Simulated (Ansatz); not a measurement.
**Relaxing ZnAg**

These are results of DFT PBEsol, scalar-relativistic, plane waves, PAW (Ansatz), not measurements. Run with 420 eV cutoff, 14×14×14 k-mesh, Gaussian smearing of 0.10 eV, no spin polarisation.

What was changed: relaxed at 20 GPa.

Other phases may be more stable at this pressure.

Input:

```yaml
crystal:
  lattice:
    - [2.1356469203, -2.1356477452, 0.0]
    - [2.1356469203, 2.1356477452, 0.0]
    - [0.0, 0.0, 2.9124362428]
  atoms:
    - { symbol: Zn, position: [0.5, 0.5, 0.5] }
    - { symbol: Ag, position: [0.0, 0.0, 0.0] }
basis:
  ecutwfc: 420
kpoints:
  mp_grid: { grid: [14, 14, 14] }
hamiltonian:
  xc: pbesol
scf:
  occupations: { method: gaussian, width: 0.1 }
output:
  forces: true
  stress: true
  eigenvalues: true
relax:
  adjacent_minimum: "off"
  f_tol: 0.008
  max_steps: 50
  cell: { stress_tol: 0.08, p_target: 20.0 }
```

F is the free energy. Steps run on the plane waves of an earlier cell, but the last one, and at times one on the way, on a freshly chosen basis, so a repeated geometry can differ a little in energy. The relaxation lowers the enthalpy F + PV at the target pressure, so F itself can rise.

Steps:

| step | F − F(1) (eV) | largest force component (eV/Å) | V (Å³/atom) | P (GPa) |
| --- | --- | --- | --- | --- |
| 1 | 0.0000 | 0.000 | 13.284 | 21.54 |
| 2 | -0.0316 | 0.000 | 13.400 | 19.61 |
| 3 | -0.0316 | 0.000 | 13.393 | 19.71 |
| 4 | -0.0267 | 0.000 | 13.372 | 20.04 |
| 5 | -0.0276 | 0.000 | 13.375 | 19.99 |
| 6 | -0.0277 | 0.000 | 13.375 | 19.98 |

Relaxed structure:

```
CELL_PARAMETERS angstrom
2.11458 -2.11458 0.00000
2.11458 2.11458 0.00000
0.00000 0.00000 2.99125
ATOMIC_POSITIONS crystal
Zn 0.50000 0.50000 0.50000
Ag 0.00000 0.00000 0.00000
```

Symmetry: Pm-3m, No. 221, cubic system. The conventional cell has a = 2.991 Å, b = 2.991 Å, c = 2.991 Å, α = 90.00°, β = 90.00°, γ = 90.00°. Zn (site symmetry m-3m) is surrounded by 8 Ag at 2.59 Å. Ag (site symmetry m-3m) is surrounded by 8 Zn at 2.59 Å.

The run converged. The run took of the order of 40 core-seconds.